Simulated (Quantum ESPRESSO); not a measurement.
Parts of the isotropic shielding in Cs₂AgAsF₆, by PBE GIPAW on JTH datasets (Quantum ESPRESSO, modified build), 22.5 Ha, k-mesh 4×4×4 shifted:

```yaml
crystal:
  lattice:
    - [0.00000, 4.59761, 4.59761]
    - [4.59761, 0.00000, 4.59761]
    - [4.59761, 4.59761, 0.00000]
  atoms:
    - { symbol: Cs, position: [0.75000, 0.75000, 0.75000] }
    - { symbol: Cs, position: [0.25000, 0.25000, 0.25000] }
    - { symbol: Ag, position: [0.50000, 0.50000, 0.50000] }
    - { symbol: As, position: [0.00000, 0.00000, 0.00000] }
    - { symbol: F, position: [0.77328, 0.22672, 0.22672] }
    - { symbol: F, position: [0.22672, 0.77328, 0.77328] }
    - { symbol: F, position: [0.22672, 0.77328, 0.22672] }
    - { symbol: F, position: [0.77328, 0.22672, 0.77328] }
    - { symbol: F, position: [0.22672, 0.22672, 0.77328] }
    - { symbol: F, position: [0.77328, 0.77328, 0.22672] }
```
The geometry is a computed Materials Project entry, not a measured one. It is Cs2AgAsF6 in Fm-3m; whether this form has been observed was not checked. Stability against distortions was not tested. The run has no spin polarisation.

The core term is that of the free atom's frozen core; the paramagnetic column sums the reconstruction terms. These are absolute shieldings with no macroscopic susceptibility term; δ = σ_ref − σ needs a reference computed alike. By our sweeps, such settings leave a few ppm in absolute σ on light atoms and up to some 20 ppm from Zn on. Spin–orbit coupling is left out; its weight grows with the heaviest atom, Cs here.

```
site                           core  bare (smooth current)  diamagnetic correction  paramagnetic corrections  σ_iso (ppm)
---------------------------  ------  ---------------------  ----------------------  ------------------------  -----------
Cs (atoms 1, 2)              5984.7                   74.0                     5.3                         ?            ?
Ag (atom 3)                  4673.9                   46.6                   112.0                         ?            ?
As (atom 4)                  2541.0                   -5.3                   323.2                         ?            ?
F (atoms 5, 6, 7, 8, 9, 10)   306.4                   62.8                    50.4                         ?            ?
```

What belongs in the gaps?


- Cs (atoms 1, 2), paramagnetic corrections: -566.7
- Cs (atoms 1, 2), σ_iso (ppm): 5497.3
- Ag (atom 3), paramagnetic corrections: -708.4
- Ag (atom 3), σ_iso (ppm): 4124.0
- As (atom 4), paramagnetic corrections: -1788.1
- As (atom 4), σ_iso (ppm): 1070.8
- F (atoms 5, 6, 7, 8, 9, 10), paramagnetic corrections: -252.8
- F (atoms 5, 6, 7, 8, 9, 10), σ_iso (ppm): 166.8
